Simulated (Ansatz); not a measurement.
Cu: energy along a strain

Cu, I4/mmm, a = 2.886 Å, c = 2.752 Å (as given, not relaxed at this level: 0.3 GPa). This isn't the element's structure at ambient conditions. Ansatz: r2SCAN, PAW, 500 eV, Γ-centred 24×24×24 mesh on 1 atom, Gaussian smearing 0.15 eV; no spin polarisation. Cell vectors (Å): -1.443 1.443 1.376; 1.443 -1.443 1.376; 1.443 1.443 -1.376. The cell is strained by x per cent times the pattern (0 0 0 0 0 1) in the order xx yy zz yz xz xy (engineering shears), with fractional coordinates held. y is the free energy over the start, V0 = 11.458 Å³/atom. Symmetry makes y even in x. Points with a strain past 8.5 % were computed too (2) and aren't used here.

```tsv
x (%)	y (meV/atom)
-5.00	10.16
0.00	0.00
1.25	0.63
2.50	2.52
3.75	5.69
6.25	15.97
7.50	?
```

Q: Fit y = c2 x² + c4 x⁴ to the other rows, get the stiffness along the pattern, and predict the missing energy.

A: Least squares on the rows shown. y = 0.40218 x² + 0.00017026 x⁴. The clamped-ion stiffness p·C·p = 2 × 4.022 eV × 160.2 / 11.458 Å³ = 112 GPa, which is C66 in these axes. At x = 7.50 the fit asked for gives 23.16 meV/atom. The run gave 23.12 meV/atom, so the fit is 0.04 meV/atom too high, a small miss on the scale of the series.

Cost: 9 runs of about 4.6 core-minutes in all, on Intel Xeon Processor @ 2.70GHz (shared hosts).